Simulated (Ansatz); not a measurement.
Space group P4/mmm (No. 123). a = 4.371 Å, b = 4.371 Å, c = 12.363 Å, α = 90.00°, β = 90.00°, γ = 90.00°
```csv
atom,site,symmetry,x,y,z
Sn,1c,4/mmm,0.5000,0.5000,0.0000
Pb,2g,4mm,0.0000,0.0000,0.7513
Pb,1d,4/mmm,0.5000,0.5000,0.5000
Se,1a,4/mmm,0.0000,0.0000,0.0000
Se,2h,4mm,0.5000,0.5000,0.2460
Se,1b,4/mmm,0.0000,0.0000,0.5000
```

Equation of state of this SnPb3Se4 structure (not necessarily the ground state), with shape and atoms relaxed at each volume where symmetry leaves them free. Method: DFT PBE, scalar-relativistic, plane waves, PAW in Ansatz.

Cutoff 420 eV; k points 8×8×4 on the computed 8-atom cell (Γ-centred); Gaussian smearing, width 0.10 eV; no spin polarisation.

```
V (Å³/atom)  E − E(largest V) (meV/atom)  P (GPa)  gap on mesh (eV)
     25.985                        41.44     7.90              0.00
     26.871                         4.80     5.42              0.00
     27.757                       -19.21     3.31              0.01
     28.643                       -32.40     1.51              0.02
     29.529                       -36.41    -0.01              0.00
     30.414                       -32.68    -1.30              0.08
     31.300                       -22.37    -2.41              0.16
     32.481                         0.00    -3.63              0.27
```

Problem. Fit a third-order Birch–Murnaghan equation, E = E0 + (9V0B0/16)·[(x − 1)³B0' + (x − 1)²(6 − 4x)] with x = (V0/V)^(2/3), to E(V).

Solution. V0 = 29.52 Å³/atom, B0 = 47 GPa, B0' = 4.4.

Spin-orbit coupling is left out, which matters for the bands of heavy elements.

The cell was found from a structure generator's guess, not taken from experiment.
